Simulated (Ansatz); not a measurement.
# CrO2: pressure against volume

CrO2, P4_2/mnm, a = 4.392 Å, c = 2.888 Å. Ansatz: PBEsol, PAW, 420 eV, Γ-centred 8×8×12 mesh on 6 atoms, Gaussian smearing 0.10 eV; collinear spin, largest moment 1.7 μB. Shape and atoms are relaxed at each volume; pressure is positive in compression.

| V (Å³/atom) | P (GPa) |
| --- | --- |
| 8.171 | 44.20 |
| 8.450 | 30.20 |
| 8.728 | 18.37 |
| 9.007 | ? |
| 9.285 | -0.01 |
| 9.564 | -7.04 |
| 9.842 | -12.86 |
| 10.214 | -18.96 |

Question: Take V0 = 9.285 Å³/atom, count pressures from its P0 = -0.01 GPa, fit the third-order Birch–Murnaghan form to the other rows, and predict the missing pressure.

Answer: With the Eulerian strain f = ½[(V0/V)^(2/3) − 1] and y = (P − P0)/[3f(1 + 2f)^(5/2)], the form is the line y = B0 + 1.5 B0 (B0′ − 4) f. Rows (f, y): 0.04447, 267.8; 0.03242, 265.5; 0.02105, 262.5; -0.00977, 252.0; -0.01905, 247.8; -0.03080, 240.4. Means f = 0.006387, y = 256.00; Σ(Δf)² = 0.004634, ΣΔfΔy = 1.645; the slope is their ratio. y = 253.7 + 355.1 f GPa, so B0 = 253.7 GPa and B0′ = 4 + 2 × (355.1)/(3 × 253.7) = 4.93. At V = 9.007, f = 0.01024, y = 257.34 and P = 8.31 GPa. The run gave 8.39 GPa, so the fit is 0.08 GPa too low, within the rms miss on the fitted rows (0.14 GPa).

Moments started parallel, and an antiferromagnetic order may lie lower.